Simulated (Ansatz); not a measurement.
C (diamond, Fd-3m), a = 3.5716 Å, b = 3.5716 Å, c = 3.5716 Å, α = 90.00°, β = 90.00°, γ = 90.00°; the cell used has 2 atoms.

Relaxed with PBE. PBE (plane waves, PAW; program Ansatz) gives a gap of 4.13 eV.

Question: What gap does HSE06 give on the same cell (Ansatz, PAW)?

Answer: 5.28 eV, 1.15 eV more. The hybrid was solved on a coarser mesh and at special points; its gap is the smallest among all of these.

```json
[
 {"k": "Γ", "v1 PBE": "0.00", "c1 PBE": "5.58", "v1 HSE06": "[?]", "c1 HSE06": "[?]"},
 {"k": "X", "v1 PBE": "-6.28", "c1 PBE": "4.76", "v1 HSE06": "[?]", "c1 HSE06": "[?]"},
 {"k": "L", "v1 PBE": "-2.80", "c1 PBE": "8.45", "v1 HSE06": "-3.06", "c1 HSE06": "10.01"},
 {"k": "W", "v1 PBE": "-8.29", "c1 PBE": "10.60", "v1 HSE06": "[?]", "c1 HSE06": "[?]"},
 {"k": "K", "v1 PBE": "-5.35", "c1 PBE": "5.67", "v1 HSE06": "[?]", "c1 HSE06": "[?]"}
]
```

Question: Top valence (v1) and lowest conduction level (c1) in eV from each method's valence maximum (which need not be a listed point): supply the withheld HSE06 values.

Answer: 
- K, v1 HSE06: -5.84
- K, c1 HSE06: 6.89
- X, v1 HSE06: -6.85
- X, c1 HSE06: 5.91
- W, v1 HSE06: -9.00
- W, c1 HSE06: 12.14
- Γ, v1 HSE06: 0.00
- Γ, c1 HSE06: 6.96

Cost on shared cores: the PBE run (SCF on a 13×13×13 mesh, then bands and DOS) around 3 core-seconds (rough), the HSE06 run (SCF on 10×10×10, then a few points) roughly 50 core-seconds; the tasks are unlike.

The cell was relaxed with PBE under the symmetry of its start. The volume moved by -26 % from the start of the relaxation.

Potentials: the later of the program's two PAW sets.
